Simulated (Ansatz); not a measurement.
KCdCO3F: gradients before and after relaxing the atoms

Start: a measured structure from the Crystallography Open Database (COD), atoms as given.

```cif
data_KCdCO3F
_symmetry_space_group_name_H-M 'P-6m2'
_symmetry_Int_Tables_number 187
_cell_length_a 5.1324
_cell_length_b 5.1324
_cell_length_c 4.4324
_cell_angle_alpha 90.000
_cell_angle_beta 90.000
_cell_angle_gamma 120.000
loop_
_atom_site_label
_atom_site_type_symbol
_atom_site_symmetry_multiplicity
_atom_site_Wyckoff_symbol
_atom_site_fract_x
_atom_site_fract_y
_atom_site_fract_z
K K 1 a 0.0000 0.0000 0.0000
Cd Cd 1 f 0.6667 0.3333 0.5000
C C 1 d 0.3333 0.6667 0.5000
O O 3 k 0.1925 0.3850 0.5000
F F 1 e 0.6667 0.3333 0.0000
```

One atom of each set is listed.

All values are calculated (Ansatz; DFT, PBE, plane waves and PAW, scalar-relativistic, 420 eV cutoff, Γ-centred 5×5×5 k-points, Fermi–Dirac smearing 0.02 eV), not measured.

The largest force at the start is 3.1 eV/Å. Relaxing the ions at fixed cell moves them by 0.041 Å at most (atom 4, O) and 0.027 Å rms. End positions:

K (0.0000, 0.0000, 0.0000)
Cd (0.6667, 0.3333, 0.5000)
C (0.3333, 0.6667, 0.5000)
O (0.1879, 0.3758, 0.5000)
F (0.6667, 0.3333, 0.0000)

```json
{"site": "K", "moved (Å)": "0.000", "first shell before": "6 O at 2.80 Å, 3 F at 2.96 Å", "first shell after": "6 O at 2.78 Å, 3 F at 2.96 Å", "V_zz before (10²¹ V/m²)": "-2.36", "η before": "0.00"}
{"site": "Cd", "moved (Å)": "0.000", "first shell before": "2 F at 2.22 Å, 6 O at 2.58 Å", "first shell after": "2 F at 2.22 Å, 6 O at 2.57 Å", "V_zz before (10²¹ V/m²)": "-3.93", "η before": "0.00"}
{"site": "C", "moved (Å)": "0.000", "first shell before": "3 O at 1.25 Å", "first shell after": "3 O at 1.29 Å", "V_zz before (10²¹ V/m²)": "2.77", "η before": "0.00"}
{"site": "O", "moved (Å)": "0.041", "first shell before": "1 C at 1.25 Å", "first shell after": "1 C at 1.29 Å", "V_zz before (10²¹ V/m²)": "9.52", "η before": "0.60"}
{"site": "F", "moved (Å)": "0.000", "first shell before": "2 Cd at 2.22 Å, angle 180°", "first shell after": "2 Cd at 2.22 Å, angle 180°", "V_zz before (10²¹ V/m²)": "10.73", "η before": "0.00"}
```

Problem. What are V_zz and η after the relaxation?

Solution. 

| site | V_zz after | η after | change of V_zz |
| --- | --- | --- | --- |
| K | -2.56 | 0.00 | -0.20 |
| Cd | -3.97 | 0.00 | -0.04 |
| C | 2.62 | 0.00 | -0.15 |
| O | 10.53 | 0.52 | +1.01 |
| F | 10.76 | 0.00 | +0.03 |

The largest change of V_zz is on O, from 9.52 to 10.53. In per cent, |V_zz| changes by +8 on K, +1 on Cd, -5 on C, +11 on O, 0 on F (all sites that start above 0.5). Forces this large mark an entry whose positions are poorly determined or wrongly transcribed.

Without spin–orbit coupling (the program notes it for Cd) the gradients are little affected as a rule: paired runs on crystals with a gap mostly move them by under 2 % at such atoms. The database entry as given showed forces above 3 eV/Å or a pressure above 30 GPa, though relaxing it moves no atom far.
